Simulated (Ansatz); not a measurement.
Data:

Relaxed HfN (rock salt):

```
CELL_PARAMETERS angstrom
      0.00000     4.54789     4.54789
      2.27394     0.00000     2.27394
      2.27394     2.27394     0.00000
ATOMIC_POSITIONS crystal
  N  0.00000 0.00000 0.00000
  N  0.50000 0.00000 0.00000
  Hf 0.25000 0.50000 0.50000
  Hf 0.75000 0.50000 0.50000
```

Scan: atom 3 (Hf, nearest neighbour N at 2.274 Å; its periodic images, 3.2 Å or more away, move with it) is displaced towards the nearest neighbour, direction (-1.000, 0.000, 0.000) in Cartesian axes, by s. The other atoms stay.

Level of theory: PBE (plane waves to 420 eV, PAW, scalar-relativistic; Ansatz, a first-principles code). k mesh 7×14×14 (Γ-centred), Fermi-Dirac smearing 0.05 eV. E stands for the smeared free energy. With partly filled bands, energies and forces of such displacements shift with the k mesh and the smearing. HfN is run without spin polarisation. HfN was relaxed with its symmetry unable to fall. Spin-orbit coupling is left out, though Hf is heavy. ΔE is measured from the undisplaced structure.

The scan covers s from -0.230 to 0.230 Å in 11 points.

Problem. Is this a single well or a double well?

Solution. A single well with its minimum at or next to zero displacement.

Problem. Is the energy the same for equal positive and negative displacements?

Solution. Even: the same for both signs. With its periodic images moving along, the atom's site symmetry in this cell is -3m.

Problem. What force acts on the atom along the line at s = -0.230 Å?

Solution. 2.98 eV/Å.

Problem. What is the force constant k = d²E/ds² of this move at s = 0?

Solution. 10.4 eV/Å².

(For displaced atoms, the force is minus the slope of the energy, and its curvature is a force constant, which sets phonon frequencies.)
